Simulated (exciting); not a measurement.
# MgPd: energy against volume and a worked fit

```cif
data_structure
_symmetry_space_group_name_H-M 'Pm-3m'
_symmetry_Int_Tables_number 221
_cell_length_a 3.1600
_cell_length_b 3.1600
_cell_length_c 3.1600
_cell_angle_alpha 90.000
_cell_angle_beta 90.000
_cell_angle_gamma 90.000
_cell_volume 31.55
loop_
_atom_site_label
_atom_site_type_symbol
_atom_site_symmetry_multiplicity
_atom_site_Wyckoff_symbol
_atom_site_fract_x
_atom_site_fract_y
_atom_site_fract_z
_atom_site_occupancy
Pd1 Pd 1 b 0.50000 0.50000 0.50000 1
Mg1 Mg 1 a 0.00000 0.00000 0.00000 1
```

The cell was scaled at fixed shape and fractions and run with exciting, all-electron LAPW+lo, shipped species files, valence relativity iora*; PBEsol, k mesh 8 × 8 × 8 on the cell of 2 atoms, fermi-dirac occupations of 0.05 eV, no spin polarisation, no spin-orbit coupling. Energies are those that the program minimises, any entropy of the smearing included. For a metal such a mesh isn't converged to the digits shown.

```csv
V (Å³/atom),energy over the lowest row (meV/atom)
14.8306,12.116
15.1462,3.369
15.4617,0.000
15.7772,?
16.0928,5.285
16.4083,13.251
16.7239,24.420
```

Task: Fit the third-order Birch-Murnaghan form, give V0, B0 and B′, and predict the energy left open.

Result: With y = (V0/V)^(2/3), E = E0 + (9 V0 B0/16) [(y - 1)³ B′ + (y - 1)² (6 - 4y)]. Least squares through the rows shown give V0 = 15.5602 Å³/atom, E0 = -0.322 meV, B0 = 105.3 GPa (1 eV/Å³ = 160.218 GPa) and B′ = 5.08, with a largest miss of 0.132 meV, so B0 and B′ are loose. At V = 15.7772 the form with these constants gives 0.645 meV; the run gave 0.855 meV an atom.
